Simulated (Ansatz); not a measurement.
Level: r2SCAN, no spin polarisation; 500 eV; 9×9×9 Γ-centred mesh; fermi-dirac occupations (width 0.1 eV); Ansatz 0.2.0, fixed geometry.

Computed maps in the lattice plane spanned by a (left to right, 4.20 Å, 13 points from zero) and b (bottom to top, 4.20 Å, 13 points from zero), 90° apart, at height 0.500 along c. The fields are smooth PAW ones with compensation charges, not the true ones near nuclei.

Valence density. Digits on a logarithmic scale: 0 up to 0.03 e/Å³, each further digit a factor of 1.6, 9 from 1.3 e/Å³ up:
```
5689865444444
5899996544444
6999997544444
5899997544444
5699985544444
5567755455554
5455554557765
5444445589996
5444445799998
6444445799999
5444445699998
5444444568986
4556555555655
```

ELF. Ten even steps from '0' (0.12) to '9' (0.98):
```
1001100222222
0037610123232
0179940122222
0169830123232
1014300232222
2000001221112
2211122100000
1222232003410
0232321038961
0222221049971
0232321016730
1222222001100
3100012210001
```

The cell is RbCo2Si2. Which atoms lie within 0.2 Å of this plane, and where (fractions of a and b)?

Co at (0.75, 0.25), Co at (0.25, 0.75). The whole cell:
```
CELL_PARAMETERS angstrom
0.00000 4.20261 0.00000
4.20261 0.00000 0.00000
2.10131 2.10131 -5.27157
ATOMIC_POSITIONS crystal
Rb 0.00000 0.00000 0.00000
Si 0.38000 0.38000 0.24000
Si 0.62000 0.62000 0.76000
Co 0.75000 0.25000 0.50000
Co 0.25000 0.75000 0.50000
```

Origin: a known structure type with other elements, at an estimated volume, so it need not be a known compound. Caveats: no spin polarisation, so a magnetic state may lie lower; atoms or cell far from equilibrium.
